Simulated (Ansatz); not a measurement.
The calculation used DFT r2SCAN, scalar-relativistic, plane waves, PAW in Ansatz.

Structure of Re$_{3}$B:

```
CELL_PARAMETERS angstrom
1.44761 -4.67067 0.00000
1.44761 4.67067 0.00000
0.00000 0.00000 7.28504
ATOMIC_POSITIONS crystal
Re 0.57584 0.42416 0.25000
Re 0.42416 0.57584 0.75000
Re 0.86672 0.13328 0.06501
Re 0.13328 0.86672 0.56501
Re 0.13328 0.86672 0.93499
Re 0.86672 0.13328 0.43499
B 0.25452 0.74548 0.25000
B 0.74548 0.25452 0.75000
```

Cutoff 500 eV; k points 12×12×6 on the computed 8-atom cell (Γ-centred); Gaussian smearing, width 0.10 eV; no spin polarisation.

Levels along Γ–Y–C0 | Σ0–Γ–Z–A0 | E0–T–Y | Γ–S–R–Z–T, in eV from the Fermi level, sorted by energy at each point. Points in fractions of the primitive reciprocal vectors: Γ (0.000 0.000 0.000), Y (-0.500 0.500 0.000), C0 (-0.274 0.726 0.000), Σ0 (0.274 0.274 0.000), Z (0.000 0.000 0.500), A0 (0.274 0.274 0.500), E0 (-0.274 0.726 0.500), T (-0.500 0.500 0.500), S (0.000 0.500 0.000), R (0.000 0.500 0.500).
| point | k (1/Å, with 2π) | band 45 | band 46 | band 47 | band 48 | band 49 | band 50 | band 51 |
| --- | --- | --- | --- | --- | --- | --- | --- | --- |
| Γ | 0.000 | -1.70 | -1.68 | -0.92 | -0.73 | -0.09 | 0.07 | 0.25 |
| - | 0.096 | -1.88 | -1.66 | -0.66 | -0.64 | -0.17 | 0.11 | 0.18 |
| - | 0.192 | -2.02 | -1.63 | -0.51 | -0.38 | -0.26 | -0.04 | 0.14 |
| - | 0.288 | -1.85 | -1.61 | -0.67 | -0.44 | -0.35 | -0.33 | 0.40 |
| - | 0.384 | -1.72 | -1.64 | -0.99 | -0.75 | -0.62 | -0.23 | 0.60 |
| - | 0.480 | -1.72 | -1.69 | -1.32 | -1.02 | -0.78 | -0.28 | 0.78 |
| - | 0.577 | -1.80 | -1.79 | -1.62 | -1.17 | -0.80 | -0.45 | 0.72 |
| Y | 0.673 | -1.86 | -1.85 | -1.65 | -1.21 | -0.79 | -0.56 | 0.70 |
| - | 0.813 | -1.73 | -1.44 | -1.31 | -0.91 | -0.68 | -0.18 | 0.35 |
| - | 0.953 | -1.44 | -1.16 | -1.04 | -0.69 | -0.27 | 0.05 | 0.44 |
| - | 1.093 | -1.20 | -1.08 | -1.07 | -0.56 | -0.10 | 0.50 | 1.01 |
| - | 1.233 | -1.30 | -1.28 | -0.61 | 0.04 | 0.50 | 0.58 | 1.41 |
| - | 1.373 | -1.56 | -1.24 | -0.27 | 0.79 | 0.94 | 1.03 | 1.79 |
| - | 1.513 | -1.75 | -1.01 | -0.26 | 1.16 | 1.39 | 1.47 | 2.25 |
| C0 | 1.653 | -1.52 | -0.87 | -0.45 | 0.84 | 1.31 | 2.10 | 2.16 |
| Σ0 | 1.653 | -1.52 | -0.87 | -0.45 | 0.84 | 1.31 | 2.10 | 2.16 |
| - | 1.823 | -1.47 | -0.96 | -0.61 | 0.21 | 1.06 | 1.69 | 2.50 |
| - | 1.993 | -1.72 | -0.92 | -0.66 | -0.48 | 0.77 | 0.94 | 1.98 |
| - | 2.163 | -2.06 | -1.04 | -1.02 | -0.77 | 0.41 | 0.44 | 1.30 |
| - | 2.333 | -2.13 | -1.55 | -1.33 | -0.71 | 0.31 | 0.33 | 0.37 |
| - | 2.503 | -2.14 | -1.59 | -1.27 | -0.71 | -0.30 | 0.12 | 0.35 |
| - | 2.673 | -1.77 | -1.51 | -1.14 | -0.72 | -0.32 | -0.17 | 0.36 |
| Γ | 2.843 | -1.70 | -1.68 | -0.92 | -0.73 | -0.09 | 0.07 | 0.25 |
| - | 2.904 | -1.69 | -1.65 | -0.93 | -0.80 | -0.10 | 0.12 | 0.25 |
| - | 2.966 | -1.65 | -1.59 | -0.97 | -0.95 | -0.12 | 0.22 | 0.27 |
| - | 3.028 | -1.57 | -1.56 | -1.17 | -0.97 | -0.15 | 0.29 | 0.31 |
| - | 3.089 | -1.56 | -1.47 | -1.36 | -1.01 | -0.15 | 0.32 | 0.38 |
| - | 3.151 | -1.59 | -1.51 | -1.36 | -1.06 | -0.10 | 0.29 | 0.48 |
| - | 3.212 | -1.62 | -1.61 | -1.26 | -1.11 | -0.01 | 0.21 | 0.59 |
| Z | 3.274 | -1.64 | -1.64 | -1.18 | -1.18 | 0.10 | 0.10 | 0.68 |
| - | 3.444 | -1.38 | -1.38 | -1.21 | -1.21 | -0.19 | -0.19 | 0.80 |
| - | 3.614 | -1.45 | -1.45 | -1.03 | -1.03 | -0.58 | -0.58 | 0.93 |
| - | 3.784 | -1.62 | -1.62 | -1.21 | -1.21 | -0.11 | -0.11 | 1.24 |
| - | 3.954 | -1.87 | -1.87 | -0.91 | -0.91 | 0.63 | 0.63 | 1.74 |
| - | 4.124 | -1.90 | -1.90 | -0.35 | -0.35 | 1.42 | 1.42 | 2.13 |
| - | 4.293 | -1.57 | -1.57 | 0.17 | 0.17 | 2.00 | 2.00 | 2.34 |
| A0 | 4.463 | -1.47 | -1.47 | 0.52 | 0.52 | 2.01 | 2.01 | 2.37 |
| E0 | 4.463 | -1.47 | -1.47 | 0.52 | 0.52 | 2.01 | 2.01 | 2.37 |
| - | 4.604 | -1.43 | -1.43 | 0.64 | 0.64 | 1.41 | 1.41 | 2.31 |
| - | 4.744 | -1.38 | -1.38 | 0.49 | 0.49 | 0.81 | 0.81 | 1.87 |
| - | 4.884 | -1.28 | -1.28 | -0.13 | -0.13 | 0.67 | 0.67 | 1.40 |
| - | 5.024 | -1.16 | -1.16 | -0.60 | -0.60 | 0.67 | 0.67 | 1.12 |
| - | 5.164 | -1.05 | -1.05 | -0.79 | -0.79 | 0.64 | 0.64 | 1.00 |
| - | 5.304 | -0.85 | -0.85 | -0.79 | -0.79 | 0.40 | 0.40 | 0.70 |
| T | 5.444 | -0.74 | -0.74 | -0.72 | -0.72 | 0.20 | 0.20 | 0.56 |
| - | 5.506 | -1.04 | -0.85 | -0.71 | -0.40 | 0.06 | 0.16 | 0.32 |
| - | 5.567 | -1.34 | -1.00 | -0.76 | -0.24 | -0.10 | -0.07 | 0.39 |
| - | 5.629 | -1.62 | -1.21 | -0.88 | -0.61 | -0.26 | 0.24 | 0.29 |
| - | 5.691 | -1.77 | -1.44 | -1.06 | -0.97 | -0.39 | -0.04 | 0.50 |
| - | 5.752 | -1.65 | -1.57 | -1.31 | -1.28 | -0.48 | -0.35 | 0.57 |
| - | 5.814 | -1.80 | -1.61 | -1.50 | -1.35 | -0.64 | -0.54 | 0.65 |
| Y | 5.875 | -1.86 | -1.85 | -1.65 | -1.21 | -0.79 | -0.56 | 0.70 |
| Γ | 5.875 | -1.70 | -1.68 | -0.92 | -0.73 | -0.09 | 0.07 | 0.25 |
| - | 6.038 | -1.77 | -1.55 | -1.05 | -0.71 | -0.32 | -0.15 | 0.33 |
| - | 6.200 | -2.10 | -1.60 | -1.14 | -0.68 | -0.37 | 0.05 | 0.20 |
| - | 6.362 | -2.07 | -1.64 | -1.11 | -0.66 | 0.11 | 0.16 | 0.45 |
| - | 6.525 | -2.08 | -1.26 | -0.63 | -0.54 | 0.35 | 0.45 | 0.87 |
| - | 6.687 | -1.90 | -0.85 | -0.69 | 0.28 | 0.85 | 0.93 | 1.58 |
| - | 6.849 | -1.60 | -0.77 | -0.71 | 1.17 | 1.30 | 1.57 | 2.16 |
| S | 7.011 | -1.46 | -0.80 | -0.74 | 1.48 | 1.85 | 1.98 | 2.24 |
| - | 7.073 | -1.41 | -1.06 | -0.47 | 1.45 | 1.82 | 1.95 | 2.24 |
| - | 7.135 | -1.31 | -1.31 | -0.16 | 1.36 | 1.76 | 1.87 | 2.23 |
| - | 7.196 | -1.49 | -1.21 | 0.13 | 1.24 | 1.69 | 1.77 | 2.21 |
| - | 7.258 | -1.58 | -1.15 | 0.37 | 1.11 | 1.65 | 1.69 | 2.20 |
| - | 7.319 | -1.59 | -1.16 | 0.56 | 0.98 | 1.64 | 1.64 | 2.22 |
| - | 7.381 | -1.51 | -1.25 | 0.69 | 0.88 | 1.62 | 1.64 | 2.27 |
| R | 7.443 | -1.39 | -1.39 | 0.79 | 0.79 | 1.64 | 1.64 | 2.35 |
| - | 7.605 | -1.45 | -1.45 | 0.49 | 0.49 | 1.58 | 1.58 | 2.23 |
| - | 7.767 | -1.55 | -1.55 | -0.12 | -0.12 | 1.06 | 1.06 | 2.10 |
| - | 7.930 | -1.61 | -1.61 | -0.71 | -0.71 | 0.41 | 0.41 | 1.55 |
| - | 8.092 | -1.59 | -1.59 | -0.98 | -0.98 | -0.17 | -0.17 | 1.13 |
| - | 8.254 | -1.51 | -1.51 | -0.96 | -0.96 | -0.46 | -0.46 | 0.89 |
| - | 8.416 | -1.46 | -1.46 | -1.13 | -1.13 | -0.14 | -0.14 | 0.78 |
| Z | 8.579 | -1.64 | -1.64 | -1.18 | -1.18 | 0.10 | 0.10 | 0.68 |
| - | 8.675 | -1.61 | -1.61 | -1.01 | -1.01 | 0.10 | 0.10 | 0.66 |
| - | 8.771 | -1.52 | -1.52 | -0.67 | -0.67 | 0.11 | 0.11 | 0.59 |
| - | 8.867 | -1.39 | -1.39 | -0.33 | -0.33 | 0.15 | 0.15 | 0.48 |
| - | 8.963 | -1.22 | -1.22 | -0.21 | -0.21 | 0.20 | 0.20 | 0.46 |
| - | 9.059 | -1.03 | -1.03 | -0.40 | -0.40 | 0.24 | 0.24 | 0.56 |
| - | 9.155 | -0.83 | -0.83 | -0.63 | -0.63 | 0.23 | 0.23 | 0.57 |
| T | 9.251 | -0.74 | -0.74 | -0.72 | -0.72 | 0.20 | 0.20 | 0.56 |

Spin-orbit coupling is left out, which matters for the bands of heavy elements.

Cost: 1 run of about 7.8 core-minutes, on Arm Neoverse V2 (shared hosts).